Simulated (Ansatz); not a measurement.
## SnBi3O: start and end of a relaxation

A trial structure of SnBi3O was built thus: random cell by space group and Wyckoff sites (P4/mmm, No. 123). The dimensions are guesses.

start:

Space group P4/mmm (No. 123). a = 5.335 Å, b = 5.335 Å, c = 5.141 Å, α = 90.00°, β = 90.00°, γ = 90.00°
| atom | site | symmetry | x | y | z |
| --- | --- | --- | --- | --- | --- |
| Sn | 1a | 4/mmm | 0.0000 | 0.0000 | 0.0000 |
| Bi | 2e | mmm. | 0.0000 | 0.5000 | 0.5000 |
| Bi | 1d | 4/mmm | 0.5000 | 0.5000 | 0.5000 |
| O | 1c | 4/mmm | 0.5000 | 0.5000 | 0.0000 |

All numbers below come from DFT PBE, scalar-relativistic, plane waves, PAW (Ansatz 0.2.0). Cutoff 420 eV, Gaussian smearing, Γ-centred meshes. Cell and atoms relax first on a coarse mesh and then on a finer one. In between, the cell is made exact in the group found at 0.06 Å. In metals the finer mesh still leaves noise of several meV/atom or more. The steps can't lower the symmetry of their start. No spin polarisation.

end:

Space group P4/mmm (No. 123). a = 6.159 Å, b = 6.159 Å, c = 4.183 Å, α = 90.00°, β = 90.00°, γ = 90.00°
```tsv
atom	site	symmetry	x	y	z
Sn	1a	4/mmm	0.0000	0.0000	0.0000
Bi	2e	mmm.	0.0000	0.5000	0.5000
Bi	1d	4/mmm	0.5000	0.5000	0.5000
O	1c	4/mmm	0.5000	0.5000	0.0000
```

The symmetry stays P4/mmm (No. 123). The volume per atom grows by 8.5 %, from 29.3 to 31.7 Å³. The shortest distance goes from 2.57 Å (Bi–O) to 2.09 Å (Bi–O). The ratio c/a of the conventional cell changes by a factor of 0.70. The energy falls by about 0.69 eV/atom (the start's value is from the coarse mesh).

```yaml
Volume_per_atom: 31.74 Å³
Density: 7.97 g/cm³
Formation_energy: +0.21 eV/atom
Gap_on_the_6×6×10_mesh_of_the_5-atom_cell: 0 eV (a metal)
```

The zero of energy is the elements' standard structures at the same level (O₂ as a molecule); no fitted shifts are applied. The references include grey tin. It can't be a ground state, since the elements alone are lower.

The last run used Gaussian smearing of 0.10 eV. Spin–orbit coupling, which can matter for Bi, is left out. The cell is a metal run without spin; a magnetic state may lie lower. Symmetry constrained the relaxation, so the result can be a saddle point. In all, the 3 runs took 3.2 min on 1 thread of Arm Neoverse V2 (shared host). Another cell of SnBi3O relaxed alike, in Pm-3m, lies 0.30 eV/atom lower, so this cell isn't the stable form at this level.
